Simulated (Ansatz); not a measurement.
This cell of AlRu (CsCl type) is off equilibrium:

```
CELL_PARAMETERS angstrom
      2.96250     0.00000     0.00000
      0.00000     2.96250     0.00000
      0.00000     0.00000     2.96250
ATOMIC_POSITIONS crystal
  Al 0.00000 0.00000 0.00000
  Ru 0.50000 0.50000 0.50000
```

All values below come from r2SCAN (plane waves to 500 eV, PAW, scalar-relativistic; Ansatz, a program for electronic structure). k mesh 16×16×16 (Γ-centred), Fermi-Dirac smearing 0.05 eV. The energy includes the smearing's −TS. Compression counts positive. AlRu is run without spin polarisation. AlRu was relaxed with its symmetry unable to fall.

Problem. Give the stress tensor in GPa and the pressure.

Solution. 
```
    4.7      0.0      0.0
    0.0      4.7      0.0
    0.0      0.0      4.7
```
The pressure, a third of the trace, is 4.7 GPa.

Problem. It is the relaxed cell scaled evenly to V/V₀ = 0.980, atoms relaxed where free. What is its energy relative to the relaxed cell?

Solution. 4 meV/atom.

(A scan under strain: stresses follow from slopes of the energy per volume, elastic moduli from its curvatures.)
